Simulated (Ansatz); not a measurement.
Each is relaxed and computed with PBE (plane waves, PAW; program Ansatz). Which is the only metal?
A) GeS2, anatase
B) LiGeN, P6_3mc (Li on 2b, Ge on 2a, N on 2b)
C) Ge2Pt, MoSi2 or CaC2 type
D) SiGe, Pmma (Si on 2e, Si on 2f, Ge on 2e, Ge on 2f)

C, Ge2Pt, MoSi2 or CaC2 type. Ge2Pt: metal; LiGeN: gap 1.45 eV (indirect); SiGe: gap 0.37 eV (indirect); GeS2: gap 0.59 eV (indirect). Constructed cells (a structure type filled with these elements, in neither database checked): Ge2Pt, MoSi2 or CaC2 type; GeS2, anatase. Typed or built starts, not in the databases checked: SiGe, Pmma (Si on 2e, Si on 2f, Ge on 2e, Ge on 2f). Standing as an ambient phase not checked: LiGeN, P6_3mc (Li on 2b, Ge on 2a, N on 2b). All cells were relaxed under the symmetry of their starts (and spin orders); stability against distortions was not tested throughout. Rows with no word on spin ran without spin polarisation. Spin–orbit coupling is left out wherever it is not named.

Potentials: the later of the program's two PAW sets.
